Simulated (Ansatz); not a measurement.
## Cu: stationary points along a deformation path

These are results of Ansatz, DFT r2SCAN, scalar-relativistic, plane waves, PAW, not measurements. Settings: plane waves to 500 eV, k-mesh 24×24×24 (Γ-centred), Gaussian smearing 0.15 eV. No spin polarisation. Energies are free energies at this smearing, counted from the undisturbed cell; pressure is positive in compression.

Reference structure (as given, not relaxed at this level; it stands at -4.8 GPa):

```
Cu
1.0
     0.00000    1.80750    1.80750
     1.80750    0.00000    1.80750
     1.80750    1.80750    0.00000
Cu
1
Direct
  0.00000 0.00000 0.00000
```

At fixed volume and fractional coordinates, lengths along (0.577, 0.577, 0.577) are scaled against those across it; ρ is that ratio over its starting value. V = 11.810 Å³/atom. Δσ is the stress along the axis less the mean stress across it (compression positive).

```
    ρ  ΔE (meV/atom)  Δσ (GPa) space group
0.500          579.8      0.00        Pm-3m
0.600          499.2     17.53         R-3m
0.710          308.9     26.34         R-3m
0.850           88.8     19.87         R-3m
0.930           21.1     11.02         R-3m
1.000            0.0      0.00        Fm-3m
1.080           25.7    -13.50         R-3m
1.200          141.4    -31.80         R-3m
1.410          512.4    -60.59         R-3m
1.700         1208.3    -98.52         R-3m
2.000         2235.7   -163.23         R-3m
```

**Question.** How does the stress give the slope of the energy, and where is the energy stationary?

**Answer.** Along the path d ln(length) is 2/3 d ln ρ on the axis and −1/3 d ln ρ across it, so dE/d ln ρ = −(2/3) V Δσ: the energy falls with ρ where Δσ is positive. Δσ vanishes or changes sign at ρ = 0.500 (Pm-3m, an end of the scan), at 579.8 meV/atom; at ρ = 1.000 (Fm-3m), a minimum at 0.0 meV/atom. Pairs of stationary points between two samples would go unseen, and could change a minimum read from distant neighbours into a maximum. At ρ = 0.500, 1.000 the cell is cubic, where symmetry alone makes the stress isotropic and the slope zero.

**Question.** Which shear constant sets the curvature at ρ = 1?

**Answer.** For a cubic crystal E/V = (2/3) C (ln ρ)² with C = C44, so Δσ = −2C ln ρ. The parabola of Δσ against ln ρ through ρ = 0.930, 1 and 1.080 gives C ≈ 82 GPa with the ions clamped, rough because the steps are large. It is the stress–strain coefficient at this cell's pressure of -4.8 GPa, not the zero-pressure constant.

In a metal these slopes depend on the k mesh and the smearing.